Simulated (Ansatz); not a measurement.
KLuS2, DFT, LDA, all-electron PAW with datasets made for the crystal, scalar-relativistic (Ansatz 0.2.0), run on 1 thread of AMD EPYC 7R43 64-Core Processor (Zen 3) on a shared host.

The geometry is COD entry 2105802, unchecked; take it as a test cell. The listed cell was then made from it by scaling, straining or moving an atom.

Command: `ansatz run input.yaml --threads 1 --pin off --max-ram 4096MiB --backend cpu --events-out ev --progress --plain --runs-dir out`

```yaml
crystal:
  lattice:
    - [1.9942462422, 1.1513786048, 7.29033]
    - [-1.9942462422, 1.1513786048, 7.29033]
    - [0.0, -2.3027572094, 7.29033]
  atoms:
    - { symbol: K, position: [0.0, 0.0, 0.0] }
    - { symbol: Lu, position: [0.5, 0.5, 0.5] }
    - { symbol: S, position: [0.23369, 0.23369, 0.23369] }
    - { symbol: S, position: [0.76631, 0.76631, 0.76631] }
kpoints:
  mp_grid: { grid: [7, 7, 7] }
scf:
  occupations: { method: fermi_dirac, width: 0.01 }
hamiltonian:
  xc: lda
  pseudopotentials: { kind: all_electron, datasets: crystal }
output:
  forces: true
  stress: true
  eigenvalues: true
  efg: { contact_densities: true }
```

**Question.** How large is the problem that the program sets up?

**Answer.** 44 irreducible k-points, 1419 plane waves at Γ, 28 bands.

**Question.** About how long does it take, and how much memory does it use?

**Answer.** 25 s of wall time for 10 SCF iterations, with a peak of 0.86 GiB. Times on shared machines scatter by tens of per cent.

**Question.** And the same cell and mesh by PAW with the default files, asked for forces, stress, eigenvalues, efg, on the same hardware?

**Answer.** 8.3 s, peak memory 0.54 GiB.
